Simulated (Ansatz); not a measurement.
**Zincblende alloy of AlAs and GaP (52 of 64 Al sites, 52 of 64 As sites exchanged), 128 atoms**

Ansatz, PAW, plane waves. PBEsol relaxation of volume and atoms (shape held) at the single k point (½, ½, ½); single points on the relaxed atoms at the Γ point alone, onto which points of the small cell's zone fold. Arrangement: quasirandom. No spin–orbit coupling unless named.

Relaxed structure:

```cif
data_structure
_symmetry_space_group_name_H-M 'P 1'
_symmetry_Int_Tables_number 1
_cell_length_a 15.5139
_cell_length_b 15.5139
_cell_length_c 15.5139
_cell_angle_alpha 60.000
_cell_angle_beta 60.000
_cell_angle_gamma 60.000
_cell_volume 2640.27
loop_
_atom_site_label
_atom_site_type_symbol
_atom_site_fract_x
_atom_site_fract_y
_atom_site_fract_z
_atom_site_occupancy
Ga1 Ga 0.99945 0.00524 0.99694 1
Ga2 Ga 0.50095 0.99998 0.00008 1
Ga3 Ga 0.99846 0.49863 0.00451 1
Ga4 Ga 0.00402 0.99753 0.50266 1
Ga5 Ga 0.25030 0.24990 0.24970 1
Ga6 Ga 0.50041 0.49955 0.00073 1
Ga7 Ga 0.49728 0.99919 0.49847 1
Ga8 Ga 0.75040 0.25129 0.24949 1
Ga9 Ga 0.00546 0.49754 0.49868 1
Ga10 Ga 0.24909 0.74834 0.25442 1
Ga11 Ga 0.24937 0.24910 0.75412 1
Ga12 Ga 0.50012 0.50047 0.49978 1
Ga13 Ga 0.74799 0.74793 0.25607 1
Ga14 Ga 0.74790 0.25056 0.74732 1
Ga15 Ga 0.25603 0.74825 0.74767 1
Ga16 Ga 0.74831 0.74900 0.74800 1
Ga17 Ga 0.50036 0.00014 0.24993 1
Ga18 Ga 0.00044 0.49917 0.25137 1
Ga19 Ga 0.25406 0.74625 0.99676 1
Ga20 Ga 0.24976 0.24770 0.49755 1
Ga21 Ga 0.50049 0.50036 0.24966 1
Ga22 Ga 0.74710 0.74601 0.00382 1
Ga23 Ga 0.49871 0.99826 0.75504 1
Ga24 Ga 0.74933 0.25484 0.49724 1
Ga25 Ga 0.99874 0.49760 0.74838 1
Ga26 Ga 0.25119 0.74963 0.50077 1
Ga27 Ga 0.50156 0.49900 0.74995 1
Ga28 Ga 0.74824 0.75449 0.49855 1
Ga29 Ga 0.99873 0.25128 0.00063 1
Ga30 Ga 0.00192 0.74469 0.00177 1
Ga31 Ga 0.00000 0.25066 0.49889 1
Ga32 Ga 0.25097 0.49972 0.24967 1
Ga33 Ga 0.50520 0.74778 0.99883 1
Ga34 Ga 0.25074 0.99979 0.75014 1
Ga35 Ga 0.50362 0.25354 0.49648 1
Ga36 Ga 0.74947 0.50022 0.25028 1
Ga37 Ga 0.74597 0.00332 0.75379 1
Ga38 Ga 0.00007 0.74948 0.50079 1
Ga39 Ga 0.25607 0.49808 0.74819 1
Ga40 Ga 0.74686 0.50251 0.75344 1
Ga41 Ga 0.24865 0.00408 0.99894 1
Ga42 Ga 0.74861 0.00483 0.99892 1
Ga43 Ga 0.99862 0.25414 0.24904 1
Ga44 Ga 0.25110 0.49894 0.99989 1
Ga45 Ga 0.25069 0.99953 0.49983 1
Ga46 Ga 0.49919 0.24987 0.25097 1
Ga47 Ga 0.75071 0.49917 0.00047 1
Ga48 Ga 0.00566 0.24892 0.74768 1
Ga49 Ga 0.24884 0.50465 0.49906 1
Ga50 Ga 0.50012 0.25002 0.74962 1
Ga51 Ga 0.74876 0.49804 0.49899 1
Ga52 Ga 0.00260 0.75024 0.74529 1
P1 P 0.06210 0.06471 0.06102 1
P2 P 0.56197 0.06304 0.06295 1
P3 P 0.06392 0.55925 0.06453 1
P4 P 0.06423 0.06386 0.56153 1
P5 P 0.31263 0.31244 0.31151 1
P6 P 0.56387 0.56137 0.06259 1
P7 P 0.81192 0.31446 0.31134 1
P8 P 0.06274 0.56297 0.56193 1
P9 P 0.31355 0.81088 0.31408 1
P10 P 0.31402 0.31188 0.81301 1
P11 P 0.56221 0.56208 0.56267 1
P12 P 0.81191 0.81288 0.31356 1
P13 P 0.31442 0.81269 0.81081 1
P14 P 0.31227 0.31230 0.06275 1
P15 P 0.56193 0.06276 0.31188 1
P16 P 0.81233 0.31281 0.06314 1
P17 P 0.06428 0.56042 0.31281 1
P18 P 0.06406 0.06341 0.81085 1
P19 P 0.56310 0.56162 0.31281 1
P20 P 0.56065 0.06348 0.81422 1
P21 P 0.81300 0.31233 0.56113 1
P22 P 0.31362 0.81271 0.56153 1
P23 P 0.56107 0.56264 0.81385 1
P24 P 0.81390 0.81073 0.56198 1
P25 P 0.06198 0.31271 0.06271 1
P26 P 0.31360 0.06233 0.31251 1
P27 P 0.56087 0.31253 0.06395 1
P28 P 0.81203 0.06368 0.30975 1
P29 P 0.06396 0.31128 0.56130 1
P30 P 0.31312 0.56210 0.31253 1
P31 P 0.56186 0.81250 0.06308 1
P32 P 0.31195 0.06256 0.81326 1
P33 P 0.56299 0.31417 0.56231 1
P34 P 0.81272 0.56124 0.31273 1
P35 P 0.81116 0.06500 0.81255 1
P36 P 0.06486 0.81139 0.56052 1
P37 P 0.31504 0.56148 0.81233 1
P38 P 0.56184 0.81269 0.56193 1
P39 P 0.81197 0.56248 0.81347 1
P40 P 0.31420 0.06309 0.06135 1
P41 P 0.81261 0.06305 0.06296 1
P42 P 0.06287 0.31292 0.31231 1
P43 P 0.31382 0.56034 0.06248 1
P44 P 0.31157 0.06136 0.56268 1
P45 P 0.56338 0.31354 0.31038 1
P46 P 0.81172 0.56043 0.06451 1
P47 P 0.06225 0.81089 0.31447 1
P48 P 0.06279 0.31158 0.81351 1
P49 P 0.31394 0.56315 0.56175 1
P50 P 0.56170 0.81252 0.31282 1
P51 P 0.56183 0.31254 0.81223 1
P52 P 0.56236 0.81137 0.81268 1
As1 As 0.56258 0.06176 0.56255 1
As2 As 0.81317 0.31148 0.81305 1
As3 As 0.81139 0.81214 0.81271 1
As4 As 0.06341 0.06225 0.31107 1
As5 As 0.31360 0.81208 0.06256 1
As6 As 0.31195 0.31321 0.56216 1
As7 As 0.81098 0.81232 0.06437 1
As8 As 0.06413 0.55968 0.81257 1
As9 As 0.06300 0.81262 0.06359 1
As10 As 0.81253 0.06324 0.56237 1
As11 As 0.81284 0.56308 0.56171 1
As12 As 0.06467 0.81317 0.81083 1
Al1 Al 0.99854 0.99820 0.24772 1
Al2 Al 0.24977 0.25049 0.00035 1
Al3 Al 0.74757 0.24901 0.00522 1
Al4 Al 0.99839 0.00562 0.74813 1
Al5 Al 0.25533 0.99809 0.24807 1
Al6 Al 0.49928 0.25023 0.00013 1
Al7 Al 0.74917 0.99994 0.24948 1
Al8 Al 0.50040 0.74952 0.49941 1
Al9 Al 0.75399 0.99637 0.49626 1
Al10 Al 0.99890 0.74680 0.25582 1
Al11 Al 0.50040 0.74875 0.25022 1
Al12 Al 0.50050 0.74998 0.74929 1
```

Question: What are the mean bond lengths by pair (pairs within 1.2 times the sum of covalent radii, less contacts 15 % beyond the pair's median; cation–cation pairs of compounds aside; long ionic contacts are cut short by that bound)?

Answer: Al–As 2.432 ± 0.004 Å (standard deviation, 7 bonds); Al–P 2.368 ± 0.006 Å (standard deviation, 41 bonds); As–Ga 2.427 ± 0.007 Å (standard deviation, 41 bonds); Ga–P 2.362 ± 0.007 Å (standard deviation, 167 bonds).

Question: What gap lies between the top filled and the lowest empty level in the single points?

Answer: HSE06 2.15 eV (110 s on NVIDIA GB200). An indirect band minimum needn't fold onto Γ of this cell; where it doesn't, these gaps are too wide.
